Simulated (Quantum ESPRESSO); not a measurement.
# Moving one atom in AsSiO3F3

Calculated results; nothing here was measured. They come from pw.x of Quantum ESPRESSO 7.5, a plane-wave density functional program, with PseudoDojo standard norm-conserving files (v0.5 for PBE, v0.4.1 for LDA and PBEsol). The cells are made up: elements, strain and atom displacements were drawn at random, and nothing was relaxed. There is no spin polarisation, spin-orbit coupling or dispersion term.

The cell has 9 sites of a quartz lattice. Sites 1 to 3 hold As empty Si; sites 4 to 9 hold O O F F F O. Cell vectors in Å: (5.213, 0.000, 0.000); (-2.607, 4.515, 0.000); (0.000, 0.000, 5.754). Settings: PBE, cutoff 1143 eV, 5 x 5 x 4 k mesh shifted by half a step, Fermi-Dirac smearing of 0.025 eV.

Each run shifts the O atom on site 4 along y and leaves all else fixed. Site 3 is one of its nearest neighbours. E is the free energy of the cell above the lowest run shown. The last column is band 30 less band 29 at Gamma, from a band step after each run.

```
run  shift (Å)  Fy on site 4 (eV/Å)  Fy on site 3 (eV/Å)  P (GPa)  E (meV)  level step at Gamma (eV)
  1    -0.1457                4.366               -0.218    -5.30    425.3                     2.494
  2    -0.1176                3.719               -0.180    -5.65    311.8                     2.501
  3    -0.0956                3.224               -0.135    -5.89    235.4                     2.501
  4     0.0158                0.825                0.315    -6.48     11.3                     2.438
  5     0.0334                0.457                0.425    -6.48      0.0                     2.418
  7     0.1236               -1.430                1.165    -6.12     43.8                     2.284
  6     0.0513                    ?                    ?        ?        ?                         ?
```

A rerun of one of these cells at 1437 eV and k mesh 7 x 7 x 6 moved values by no more than 0.004 eV in the cell's energy, 0.02 GPa in stress and 0.003 eV/Å in force.

## Worked fit

A parabola through the six runs shown gives Fy on site 4 = 1.159 - 21.38 u + 3.8 u² eV/Å, with u in Å and a scatter of 0.013 eV/Å. Minus the slope, 21.38 ± 0.29 eV/Å², is this atom's force constant along y at u = 0, with its periodic images moving too. The fitted force vanishes at u = 0.055 Å, where the energy should be lowest along this line. The error is the larger of the fit's own and the change that a cubic makes, rounded up.

## Withheld run

Question: what Fy on site 4 should run 6 give?

The fit gives 0.072 eV/Å. The calculation gave 0.083 eV/Å.

```
run,shift (Å),Fy on site 4 (eV/Å),Fy on site 3 (eV/Å),P (GPa),E (meV),level step at Gamma (eV)
6,0.0513,0.083,0.547,-6.46,-4.8,2.396
```